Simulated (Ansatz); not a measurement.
Level of theory: Ansatz, DFT PBE, scalar-relativistic, plane waves, PAW. All cells share a 420 eV cutoff and Γ-centred k meshes spaced at most about 0.3 Å⁻¹ (2π included). No spin polarisation in the final relaxations.

All energies are static (0 K, no zero-point motion).

Compare these two cells of SrLiBr3, each relaxed at this level.

A. Space group P4/mbm (No. 127), tetragonal, a = 7.359 Å, c = 5.159 Å. Li has 6 Br at 2.58–2.72 Å; Sr has 4 Br at 3.16 Å and 4 Br at 3.68 Å; Br on a site of symmetry m2m is surrounded by 2 Li at 2.72 Å and 2 Sr at 3.16 Å; Br on a site of symmetry 4/m is surrounded by 2 Li at 2.58 Å.

B. Space group Pmc2_1 (No. 26), orthorhombic, a = 4.401 Å, b = 8.638 Å, c = 8.210 Å. Around Li lie 4 Br at 2.53–2.60 Å; Sr is surrounded by 8 Br at 3.18–3.29 Å; around Br on its first site lie 2 Li at 2.57–2.60 Å, 2 Sr at 3.18 Å and 3 Br at 3.64–3.82 Å; Br on its second site has 2 Li at 2.53 Å and 2 Sr at 3.22–3.23 Å; Br on its third site is surrounded by 4 Sr at 3.18–3.29 Å and 5 Br at 3.64–3.84 Å.

Question: Which is lower in energy, and by how much?

Answer: B is lower, by 87 meV/atom. A has space group P4/mbm (No. 127), 27.9 Å³/atom and a gap of 3.35 eV on its mesh; B has space group Pmc2_1 (No. 26), 31.2 Å³/atom and a gap of 4.26 eV. Counting Br atoms around Li and Sr (those within 1.25 times the shortest such distance or 1.15 times the sum of covalent radii; a plus sign parts nearer from farther groups), A has Sr 4+4, Li 6 and B has Sr 8, Li 4. The lower one is the more open, so pressure narrows the difference. Both come from invented guesses.

Kohn–Sham gaps at this level usually fall short of measured ones. Cells relaxed within their symmetry can be saddle points. The Pmc2_1 cell of SrLiBr3 came from shaking the P4/mbm one.
